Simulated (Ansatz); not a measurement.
NaCl:
```
NaCl
1.0
    0.00000     2.80096     2.80096
    2.80096     0.00000     2.80096
    2.80096     2.80096     0.00000
Na Cl
1 1
Direct
  0.00000   0.00000   0.00000
  0.50000   0.50000   0.50000
```

This is the PBEsol-relaxed structure.

Question: All from the program Ansatz at the PBEsol level (PAW), unless another level is named. Predict the Poisson's ratio.

Answer: 0.25.

Question: Next, the elastic constants (relaxed ions, GPa)?

Answer: C11 = 54.8, C12 = 11.4, C44 = 12.1.

Question: Next, the highest zone-centre frequency (without LO–TO term)?

Answer: 20.6 meV.

Space group Fm-3m (rock salt). The PBEsol relaxation kept the symmetry of its start.

Potentials: the earlier of the program's two PAW sets. The files were generated under PBE; for other functionals the program regenerates the frozen cores, and for LDA and PBEsol the local potential too.
